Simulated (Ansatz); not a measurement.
Polymorphs of CdS, each relaxed with plane-wave PAW r²SCAN (Ansatz code):

A: rock salt (Fm-3m)
a = b = c = 5.453 Å, α = β = γ = 90.00°

```
atom  site  symmetry       x       y       z
----  ----  --------  ------  ------  ------
Cd      4a      m-3m  0.0000  0.0000  0.0000
S       4b      m-3m  0.5000  0.5000  0.5000
```

B: wurtzite (P6_3mc)
a = b = 4.1636 Å, c = 6.7671 Å, α = β = 90.00°, γ = 120.00°

```csv
atom,site,symmetry,x,y,z
Cd,2b,3m.,0.6667,0.3333,0.0010
S,2b,3m.,0.3333,0.6667,0.1242
```

Task: Order them by energy per atom at 0 K (lowest first) at the level r²SCAN.

Result: B (+0 meV/atom), A (+80 meV/atom)

Task: Give each one's gap.

Result: A 0.75 eV; B 1.63 eV.

Not the usual ambient phase: A. All cells were relaxed under the symmetry of their starts (and spin orders); stability against distortions was not tested throughout. Spin–orbit coupling is left out wherever it is not named.

Energies hold the estimated change up to a 700 eV cutoff; steps of a few meV lie near the error of the meshes.

Potentials: the later of the program's two PAW sets.
